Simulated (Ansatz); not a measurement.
SnPb3S4: stable or not

It was reached by relaxing an invented guess, and it needn't be the stable form of this composition.

Level of theory: DFT PBE, scalar-relativistic, plane waves, PAW in Ansatz. Plane waves to 420 eV, a 6×6×10 mesh through Γ for the 8-atom cell and 0.10 eV Gaussian smearing; no spin polarisation.

```yaml
crystal:
  lattice:
    - [4.22224, -5.97146, 0.00000]
    - [4.22224, 5.97146, 0.00000]
    - [0.00000, 0.00000, 4.22276]
  atoms:
    - { symbol: Sn, position: [0.00000, 0.00000, 0.50000] }
    - { symbol: Pb, position: [0.00000, 0.50000, 0.00000] }
    - { symbol: Pb, position: [0.50000, 0.50000, 0.50000] }
    - { symbol: Pb, position: [0.50000, 0.00000, 0.00000] }
    - { symbol: S, position: [0.75535, 0.75535, 0.00000] }
    - { symbol: S, position: [0.75272, 0.24728, 0.50000] }
    - { symbol: S, position: [0.24728, 0.75272, 0.50000] }
    - { symbol: S, position: [0.24466, 0.24466, 0.00000] }
```

Energies over the elements count from the elements' standard structures at the same level, with no fitted energy shifts. The references include grey tin.

Q: These tests were run: energy against the elements; phonons on a 1×1×2 q mesh. What do they show?

A:

| test | result |
| --- | --- |
| energy against the elements | −0.51 eV/atom |
| phonons on a 1×1×2 q mesh | imaginary modes down to 61i cm⁻¹ |

It fails one test: phonons on a 1×1×2 q mesh. So it isn't even a local minimum.

Spin–orbit coupling, which can matter for Pb, is left out. The reference form of S is held partly by dispersion forces, which this level lacks. The run for the phonons used a 6×6×10 k mesh and Gaussian smearing of 0.10 eV.
